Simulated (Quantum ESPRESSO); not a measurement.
# Ga2WAl2Sc2Ta: one composition in several site orders

Simulated, not a measurement. The program is pw.x of Quantum ESPRESSO 7.5 (plane-wave density functional theory). The cell is made up: eight metal atoms on a face-centred cubic lattice, with elements, volume, strain and displacements drawn at random and not relaxed, so it may be unstable or far from any real phase. PseudoDojo standard norm-conserving files set the functional (PBE unless stated); there is no spin polarisation or spin-orbit coupling, the Fermi-Dirac width of 0.25 eV means electrons at about 2900 K, and the masses in the input are unused placeholders. Heavy elements are run without spin-orbit coupling, which real alloys of them have. A spin test at this wide smearing found no moment, but such smearing suppresses magnetism that the real alloy may have.

The runs put one composition on the sites in different orders. Cell, positions, cutoff, mesh and smearing stay as in the input of run 1; sites are counted in its order. Stress in the tables is positive in tension.

Input of run 1:

```
&control calculation='scf', pseudo_dir='./dojo.nc.sr.pbe.v0_5.standard.upf', outdir='./o', disk_io='minimal', tprnfor=.true., tstress=.true. /
&system ibrav=0, nat=8, ntyp=5, nbnd=54, ecutwfc=79.96652505, nosym=.true., tot_charge=0,
 occupations='smearing', smearing='fd', degauss=0.0183746611
/
&electrons conv_thr=1.470e-08, electron_maxstep=70, mixing_beta=0.5 /
ATOMIC_SPECIES
Al 1.0 Al.upf
Ga 1.0 Ga.upf
Sc 1.0 Sc.upf
Ta 1.0 Ta.upf
W 1.0 W.upf
CELL_PARAMETERS angstrom
-0.0178 2.2028 2.1923
-4.2777 2.2171 -2.171
-4.0854 -6.3877 6.3919
ATOMIC_POSITIONS angstrom
Ga 0.039 0.025 -0.0354
W -4.1213 -4.1696 4.3636
Al -4.2413 -2.2236 2.1806
Sc -4.0089 -0.0879 -0.1076
Al -2.1317 -2.1411 4.3219
Ta -2.0565 0.0831 2.1516
Ga -2.2471 2.3598 -0.0994
Sc -6.2923 -2.0504 4.1261
K_POINTS automatic
7 5 3 1 1 1
```

| run | elements on sites 1 to 8 | free energy less that of run 1 (eV) | -TS (eV) | pressure (GPa) | stress xx (GPa) | stress yy (GPa) | stress zz (GPa) | stress yz (GPa) | stress xz (GPa) | stress xy (GPa) | iterations |
| --- | --- | --- | --- | --- | --- | --- | --- | --- | --- | --- | --- |
| 1 | Ga W Al Sc Al Ta Ga Sc | 0.000 | -1.306 | -8.25 | 6.71 | 9.03 | 9.00 | 0.08 | -1.29 | 1.17 | 16 |
| 2 | Al Ga Sc Al W Sc Ga Ta | 0.367 | -1.298 | -7.27 | 4.12 | 8.66 | 9.03 | -1.82 | 1.01 | -0.97 | 16 |
| 3 | Ga Al W Al Sc Ga Ta Sc | 0.260 | -1.332 | -7.73 | 6.69 | 8.46 | 8.05 | 2.21 | 0.65 | -1.45 | 16 |
| 4 | Ga Sc Ga W Al Al Ta Sc | 0.980 | -1.485 | -7.42 | 6.84 | 7.30 | 8.13 | 0.34 | -0.28 | -0.80 | 17 |
| 5 | W Ga Sc Sc Al Ta Ga Al | 0.269 | -1.350 | -8.00 | 6.28 | 9.06 | 8.66 | -0.62 | 0.17 | 0.60 | 17 |
| 6 | Al Sc Sc Ta Ga Ga W Al | -0.216 | -1.381 | -9.56 | 10.31 | 9.05 | 9.32 | 1.79 | 0.90 | -2.02 | 18 |

Forces Fx Fy Fz (eV/Å):

```
site              run 1             run 2              run 3              run 4             run 5              run 6
   1   -0.88 0.10 -0.19   0.10 0.25 -0.34   -0.46 0.04 -0.16  -0.31 -0.07 -0.15  -0.51 0.19 -0.24  -0.16 -0.05 -0.07
   2  -0.34 -0.08 -0.59   0.16 0.21 -0.47  -1.16 -0.16 -0.72  -0.36 -0.07 -0.80  -0.08 -0.35 0.18  -0.89 -0.30 -0.33
   3    1.44 0.33 -0.35   0.54 0.50 -0.50    0.88 0.94 -0.95    0.52 0.62 -0.78   0.62 0.26 -0.20    0.64 0.96 -1.06
   4    -0.97 0.54 0.23   -1.27 0.11 0.43    -0.20 0.08 0.38   -0.51 0.06 -0.26   -0.89 0.70 0.04   -0.27 0.57 -0.84
   5   -0.60 0.27 -0.27   0.42 -0.23 0.28    0.45 0.64 -0.49    1.14 0.94 -0.63   0.44 0.24 -0.37    0.92 0.35 -0.21
   6    0.49 -0.72 0.25  0.83 -0.28 -0.23   -0.42 -0.23 0.18    0.10 -0.15 0.14  1.27 -0.13 -0.36    0.18 -0.13 0.06
   7    1.17 -0.29 0.06   0.15 -0.18 0.13    0.26 -1.04 0.93   -0.41 -1.13 1.72   0.17 -0.36 0.14   -0.25 -0.94 1.28
   8   -0.31 -0.14 0.86  -0.93 -0.38 0.70    0.64 -0.25 0.83   -0.17 -0.20 0.76  -1.00 -0.55 0.81   -0.19 -0.47 1.16
```

The sites are displaced and not relaxed, so the energy differences mix bonding between neighbours with strain and are not ordering energies. A rerun of one cell of this series at a higher cutoff and on a denser mesh moved values by no more than 0.007 eV in energy, 0.05 GPa in stress and 0.012 eV/Å in force, and a second program with other atomic files agreed on that cell to 2 % rms in force and 0.5 GPa in pressure.